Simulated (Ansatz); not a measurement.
Relaxed candidate structures of TiAl:

A. R3m, hexagonal axes (No. 160), hR6; a = b = 4.3623 Å, c = 19.9736 Å, α = β = 90.00°, γ = 120.00°; Al 3a (0.000, 0.000, 0.973); Al 3a (0.000, 0.000, 0.247); Al 3a (0.000, 0.000, 0.696); Ti 3a (0.000, 0.000, 0.108); Ti 3a (0.000, 0.000, 0.394); Ti 3a (0.000, 0.000, 0.832)

B. I4₁/amd, origin choice 1 (No. 141), tI8; a = b = 3.8426 Å, c = 8.7897 Å, α = β = γ = 90.00°; Al 4a (0.000, 0.000, 0.000); Ti 4b (0.000, 0.000, 0.500)

C. Pnma (No. 62), oP8; a = 6.7779 Å, b = 3.8222 Å, c = 5.2669 Å, α = β = γ = 90.00°; Ti 4c (0.322, 0.250, 0.130); Al 4c (0.042, 0.750, 0.148)

D. P4/mmm (No. 123), tP2, AFLOW prototype AB_tP2_123_a_d (L1_0, as in CuAu); a = 2.813 Å, b = 2.813 Å, c = 4.059 Å, α = 90.00°, β = 90.00°, γ = 90.00°; Al 1d (0.500, 0.500, 0.500); Ti 1a (0.000, 0.000, 0.000)

E. P-6m2 (No. 187), hP2; a = 2.8702 Å, b = 2.8702 Å, c = 4.6294 Å, α = 90.00°, β = 90.00°, γ = 120.00°; Ti 1a (0.000, 0.000, 0.000); Al 1d (0.333, 0.667, 0.500)

F. Fm-3m (No. 225), cF8, rock salt type; a = b = c = 5.2705 Å, α = β = γ = 90.00°; Al 4a (0.000, 0.000, 0.000); Ti 4b (0.500, 0.500, 0.500)

### Question
Put the candidates in order of energy per atom, lowest first, for r2SCAN (plane waves to 500 eV, PAW, scalar-relativistic; Ansatz, a quantum-chemistry and plane-wave program).

### Answer
D (reference, the lowest among the structures calculated here), B (+0.04 eV/atom), E (+0.18 eV/atom), C (+0.21 eV/atom), A (+0.54 eV/atom), F (+0.71 eV/atom)

Each run could gain symmetry but not lose that of its start, so entries can be saddle points. From databases, or of a type measured for this composition: P4/mmm, tP2, AFLOW prototype AB_tP2_123_a_d (L1_0, as in CuAu); the others are generated cells (placed on structure types, drawn at random, substituted or restacked) that were not matched to a known phase here. Static energies at zero pressure. The runs use different k-meshes, so differences are rounded accordingly. No spin polarisation in the result. A magnetic state may lie lower.
